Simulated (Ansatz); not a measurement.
Structure relaxation, ZrO2

The start is a generated cell, ZrO2 placed in the brookite structure type. A full variable-cell relaxation at zero pressure is run with r2SCAN (plane waves to 500 eV, PAW, scalar-relativistic; Ansatz, an electronic-structure program). The first steps use a coarse 4×2×3 k-mesh.

The start:
```yaml
crystal:
  lattice:
    - [5.49046, 0.00000, 0.00000]
    - [0.00000, 9.80332, 0.00000]
    - [0.00000, 0.00000, 5.82279]
  atoms:
    - { symbol: Zr, position: [0.13720, 0.12890, 0.90280] }
    - { symbol: Zr, position: [0.63720, 0.37110, 0.09720] }
    - { symbol: Zr, position: [0.36280, 0.87110, 0.40280] }
    - { symbol: Zr, position: [0.86280, 0.62890, 0.59720] }
    - { symbol: Zr, position: [0.86280, 0.87110, 0.09720] }
    - { symbol: Zr, position: [0.36280, 0.62890, 0.90280] }
    - { symbol: Zr, position: [0.63720, 0.12890, 0.59720] }
    - { symbol: Zr, position: [0.13720, 0.37110, 0.40280] }
    - { symbol: O, position: [0.81650, 0.00950, 0.85090] }
    - { symbol: O, position: [0.31650, 0.49050, 0.14910] }
    - { symbol: O, position: [0.68350, 0.99050, 0.35090] }
    - { symbol: O, position: [0.18350, 0.50950, 0.64910] }
    - { symbol: O, position: [0.18350, 0.99050, 0.14910] }
    - { symbol: O, position: [0.68350, 0.50950, 0.85090] }
    - { symbol: O, position: [0.31650, 0.00950, 0.64910] }
    - { symbol: O, position: [0.81650, 0.49050, 0.35090] }
    - { symbol: O, position: [0.46340, 0.23140, 0.88900] }
    - { symbol: O, position: [0.96340, 0.26860, 0.11100] }
    - { symbol: O, position: [0.03660, 0.76860, 0.38900] }
    - { symbol: O, position: [0.53660, 0.73140, 0.61100] }
    - { symbol: O, position: [0.53660, 0.76860, 0.11100] }
    - { symbol: O, position: [0.03660, 0.73140, 0.88900] }
    - { symbol: O, position: [0.96340, 0.23140, 0.61100] }
    - { symbol: O, position: [0.46340, 0.26860, 0.38900] }
```

**Question.** By how much does the energy per atom fall from start to end?

**Answer.** 19 meV/atom.

**Question.** How does the volume per atom move from start to end?

**Answer.** +2.2 %, from 13.06 to 13.35 Å³/atom.

**Question.** How do the shortest distances between atoms change?

**Answer.** The closest pairs of elements (up to four, under 3.6 Å), start → end: O–Zr 1.99 → 2.04 Å; O–O 2.67 → 2.62 Å; Zr–Zr 3.15 → 3.25 Å.

**Question.** Is the relaxed structure metallic? Give its gap.

**Answer.** 4.37 eV, direct at Γ (no spin-orbit coupling).

The space group stays Pbca (No. 61) (the run could not lower it), with 24 atoms in the primitive cell. Final values are on a 5×3×5 k-mesh of the relaxed cell. No spin polarisation in the result.

The run could not lose the symmetry of its start.

The first start was generated by placing the elements on the sites of a structure type. Materials Project lists a structure of ZrO2 in the same space group, Pbca (No. 61); the sites were not compared with it, nor with measured phases. Known forms of ZrO2 include space group No. 14, 137, 225.
